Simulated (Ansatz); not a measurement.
Consider the following.

BeSe:
```
CELL_PARAMETERS angstrom
      0.00000     2.58884     2.58884
      2.58884     0.00000     2.58884
      2.58884     2.58884     0.00000
ATOMIC_POSITIONS crystal
  Se 0.75000 0.75000 0.75000
  Be 0.00000 0.00000 0.00000
```

This is the PBE-relaxed structure. x, y and z are the axes in which the lattice vectors are written.

Problem. All from the program Ansatz at the PBE level (PAW), unless another level is named. Give the piezoelectric stress constants (proper, relaxed ions, C/m²).

Solution. e14 = e25 = e36 = 0.26.

Problem. Give the highest zone-centre frequency (without LO–TO term).

Solution. 492 cm⁻¹.

Problem. What about the Young's modulus?

Solution. 130 GPa.

Problem. What about the elastic constants (relaxed ions, GPa)?

Solution. C11 = 127, C12 = 49.0, C44 = 66.0.

Space group F-43m (zinc blende). Symmetry was held in the PBE relaxation; phonons on a q-mesh show no instability.

Potentials: the later of the program's two PAW sets.
